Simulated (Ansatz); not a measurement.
With plane-wave PAW PBEsol (Ansatz code), Al in the A15 (β-W type) structure (Pm-3n) relaxes to a = 5.100 Å.

Electronic character: metallic (no gap).

An equation-of-state fit gives a bulk modulus of 77.4 GPa. The relaxed-ion elastic constants in GPa are C11 = 146, C12 = 43.9, C44 = 2.7. The highest mode at Γ lies at 446 cm⁻¹.

The start of the workflow was typed in or built on a structure type; neither database checked (COD, Materials Project) lists it. It is not the phase usual at ambient conditions (space group No. 225). Symmetry was held in the PBEsol relaxation; its stability against distortions is not shown here. As this level gives no gap, shear constants depend on the k-mesh and smearing (Fermi–Dirac, 0.1 eV here). As this level gives no gap, phonon frequencies hold no LO–TO term and depend on the k-mesh and smearing (Fermi–Dirac, 0.1 eV here).

Potentials: the later of the program's two PAW sets.
